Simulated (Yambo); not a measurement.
Yambo run on K3RhF6 (space group Fm-3m, No. 225). The wavefunctions come from this Quantum ESPRESSO step (PBEsol, PseudoDojo standard norm-conserving files, scalar-relativistic):

```
&CONTROL
  calculation = 'nscf'
  pseudo_dir = './pseudo'
  outdir = './out'
/
&SYSTEM
  ibrav = 0
  nat = 10
  ntyp = 3
  ecutwfc = 88.0
  ecutrho = 352.0
  occupations = 'fixed'
  force_symmorphic = .true.
  nbnd = 330
/
&ELECTRONS
  conv_thr = 1e-08
  diago_full_acc = .true.
  diago_thr_init = 1e-08
/
ATOMIC_SPECIES
F 18.9984 F.upf
K 39.0983 K.upf
Rh 102.9055 Rh.upf
CELL_PARAMETERS angstrom
  0.000000000000   4.410575000000   4.410575000000
  4.410575000000   0.000000000000   4.410575000000
  4.410575000000   4.410575000000   0.000000000000
ATOMIC_POSITIONS crystal
F   0.224070000000   0.224070000000   0.775930000000
F   0.775930000000   0.775930000000   0.224070000000
F   0.775930000000   0.224070000000   0.224070000000
F   0.224070000000   0.775930000000   0.775930000000
F   0.224070000000   0.775930000000   0.224070000000
F   0.775930000000   0.224070000000   0.775930000000
K   0.250000000000   0.250000000000   0.250000000000
K   0.750000000000   0.750000000000   0.750000000000
K   0.500000000000   0.500000000000   0.500000000000
Rh   0.000000000000   0.000000000000   0.000000000000
K_POINTS automatic
2 2 2 0 0 0
```

Yambo input:

```
rim_cut
gw0
dyson
el_el_corr
HF_and_locXC
ppa
em1d
RandQpts= 1000000
RandGvec= 1 Ry
EXXRLvcs= 88 Ry
VXCRLvcs= 352 Ry
Chimod= "HARTREE"
% BndsRnXp
 5 | 328 |
%
NGsBlkXp= 8 Ry
% LongDrXp
 1.0 | 1.0 | 1.0 |
%
PPAPntXp= 27.2114 eV
% GbndRnge
 1 | 328 |
%
GTermKind= "BG"
DysSolver= "n"
ExtendOut
% QPkrange
 1 | 1 | 43 | 44 |
 2 | 2 | 43 | 44 |
 3 | 3 | 43 | 44 |
%
```

k points by index: 1 = Γ, 2 = L, 3 = X.

Table of the .qp output:

```
#    K-point    Band    Eo [eV]    E [eV]    E-Eo [eV]    Vxc [eV]    Vnlxc [eV]    Sc|Eo [eV]    Sc|E [eV]    dSc/dw|Eo [eV]    Re(Z)    Im(Z)
#
    1    43    -0.160455    -1.782436    -1.621980    -22.56556    -28.86625    4.269638    4.678709    -6.861489    0.798616    -0.002414
    1    44    2.245831    4.568493    2.322663    -23.57659    -17.47357    -3.221341    -3.780357    -6.548556    0.806020    -0.002166
    2    43    -0.063606    -1.686228    -1.622623    -22.93630    -29.29437    4.327540    4.735447    -6.839386    0.799135    -0.002233
    2    44    2.404928    4.705371    2.300443    -23.97558    -17.92183    -3.179207    -3.753313    -6.790142    0.800291    -0.002465
    3    43    0.000000    -1.617706    -1.617706    -23.18764    -29.57618    4.364589    4.770824    -6.832088    0.799307    -0.002149
    3    44    2.109603    4.360555    2.250953    -22.83283    -16.78041    -3.276935    -3.801466    -6.340423    0.811022    -0.001880
```
(The two width columns are left out.) Convergence of these settings isn't established.

Spin-orbit coupling is not included.

Geometry of the Materials Project entry, not relaxed at this level.

The structure is a Materials Project entry; no match was found in the copy of COD used, and its stability was not checked.
